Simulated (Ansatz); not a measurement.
# Computed properties of TaSe₂

TaSe2:
```yaml
crystal:
  lattice:
    - [3.39197, 0.00000, 0.00000]
    - [-1.69598, 2.93753, 0.00000]
    - [0.00000, 0.00000, 12.20814]
  atoms:
    - { symbol: Ta, position: [0.00000, 0.00000, 0.25000] }
    - { symbol: Ta, position: [0.00000, 0.00000, 0.75000] }
    - { symbol: Se, position: [0.33333, 0.66667, 0.11403] }
    - { symbol: Se, position: [0.66667, 0.33333, 0.61403] }
    - { symbol: Se, position: [0.33333, 0.66667, 0.38597] }
    - { symbol: Se, position: [0.66667, 0.33333, 0.88597] }
```

Space group P6_3/mmc (No. 194); conventional cell a = 3.3920 Å, b = 3.3920 Å, c = 12.2081 Å, α = 90.00°, β = 90.00°, γ = 120.00°.

Method: DFT-LDA in the program Ansatz with PAW potentials. Structure relaxed to zero pressure with the same functional. Other levels are named where they apply.

### Cell and energy

```json
{
 "volume_per_atom": "20.27 Å³",
 "density": "9.25 g/cm³",
 "Formation energy from the elements (no fitted shifts)": "-843 meV/atom"
}
```

### Electronic structure

```json
{
 "electronic_character": "metallic (no gap)",
 "Density of states at the Fermi level": "0.81 states/eV per atom (mean over ±0.08 eV)",
 "Gap with spin–orbit coupling": "none (metallic)"
}
```

### Mechanics

```json
{
  "Bulk modulus (Birch–Murnaghan fit)": "41.8 GPa",
  "Pressure derivative B′": "12.5",
  "Elastic constants (relaxed ions, GPa)": "C11 = 174, C12 = 53.2, C13 = 14.7, C33 = 60.5, C44 = 21.0",
  "mechanical_stability": "stable (all eigenvalues of C positive)",
  "hill_bulk_and_shear_moduli": "54.9 and 37.0 GPa",
  "Young's modulus": "90.6 GPa",
  "Poisson's ratio": "0.22",
  "debye_temperature_from_the_elastic_constants": "242 K"
}
```

The workflow started from an entry of the Crystallography Open Database (COD), which files this formula under 5 space groups. Its standing as an ambient phase is unchecked. The cell was relaxed with LDA under the symmetry of its start; its stability against distortions is not shown here. No spin polarisation was allowed. A crystal of weakly bound layers computed without a dispersion correction: the cell and the soft elastic constants depend strongly on that. As this level gives no gap, shear constants depend on the k-mesh and smearing (Fermi–Dirac, 0.1 eV here). The references are the lowest solids computed at this level, not always the standard phases. Spin–orbit coupling is left out wherever it is not named.

Potentials: the later of the program's two PAW sets.
